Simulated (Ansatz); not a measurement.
Structures of TlRe$_{3}$: which is lowest?

Plane-wave DFT in Ansatz with scalar-relativistic PAW potentials, cutoff 420 eV, Γ-centred meshes chosen by cell and gap, Gaussian smearing with energies taken to zero width. Every cell was relaxed (cell and atoms) in a run of its own, within the symmetry of its start. Functional: PBE.

Relaxed structures (starts from databases or built by putting these elements on another compound's sites):
A. I4/mmm, 4 atoms in the computed cell, a = 3.950 Å, c = 8.404 Å; sites (symmetry × multiplicity) Tl 4/mmm × 2, Re -4m2 × 4 + 4/mmm × 2; start: built
B. Pm-3m, 4 atoms in the computed cell, a = 4.039 Å; sites (symmetry × multiplicity) Tl m-3m × 1, Re 4/mm.m × 3; start: built

Rank them by energy. Could pressure change the order?

```tsv
structure	group	E − E(lowest) (meV/atom)	V (Å³/atom)	gap on mesh (eV)
A	I4/mmm	0.0	16.39	0.00
B	Pm-3m	153	16.48	0.00
```

A is lowest, 153 meV/atom under B. The lowest is also the densest of these, so pressure wouldn't bring one of the others in at first order. Other structures may lie lower than all of these, and vibrations aren't counted.

Spin-orbit coupling is left out, which matters for the bands of heavy elements. For Tl, Pb and Bi spin-orbit coupling shifts energies too.